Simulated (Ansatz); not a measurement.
LiTaF$_{6}$:
```
LiTaF6
1.0
    2.60320     1.50296     4.54021
   -2.60320     1.50296     4.54021
    0.00000    -3.00592     4.54021
Li Ta F
1 1 6
Direct
  0.50000   0.50000   0.50000
  0.00000   0.00000   0.00000
  0.14134   0.75627   0.34486
  0.85866   0.24373   0.65514
  0.75627   0.34486   0.14134
  0.24373   0.65514   0.85866
  0.34486   0.14134   0.75627
  0.65514   0.85866   0.24373
```

Relaxed with r²SCAN. Special points in fractions of this cell's reciprocal vectors: Γ (0.000, 0.000, 0.000); T (0.500, 0.500, 0.500); H2 (0.760, 0.240, 0.500); H0 (0.500, -0.240, 0.240); L (0.500, 0.000, 0.000); S0 (0.370, -0.370, 0.000); S2 (0.630, 0.000, 0.370); F (0.500, 0.000, 0.500).

Problem. List the band energies nearest the valence-band maximum at these points for plane-wave PAW r²SCAN (Ansatz code).

Solution. In eV from the valence-band maximum; about four levels below and three above (degenerate sets whole), none deeper than 8.9 eV; points with the same levels are listed once.

| k | below | above |
|---|---|---|
| Γ | -0.29 -0.29 -0.28 -0.26 0.00 0.00 | 7.18 7.20 7.20 |
| T | -0.30 -0.30 -0.17 -0.17 | 7.21 7.27 7.27 |
| H2 | -0.56 -0.27 -0.13 -0.11 | 7.18 7.21 7.25 |
| L | -0.29 -0.26 -0.17 -0.07 | 7.12 7.16 7.24 |
| S0 | -0.35 -0.22 -0.19 -0.08 | 7.17 7.19 7.25 |
| F | -0.33 -0.31 -0.29 -0.03 | 7.19 7.20 7.28 |

Space group R-3. The first step of the workflow began from a Materials Project structure, measured or hypothetical; the Crystallography Open Database copy checked does not list it. With Li and Ta taken as one species the cell has the higher symmetry R-3c, so it may be an ordered model of a mixed-site phase. Its standing as an ambient phase is unchecked. The cell was relaxed with r²SCAN under the symmetry of its start; its stability against distortions is not shown here. The run is not spin-polarised. Scalar-relativistic: spin–orbit coupling is off unless named, which matters more the heavier the elements.

Potentials: the later of the program's two PAW sets.
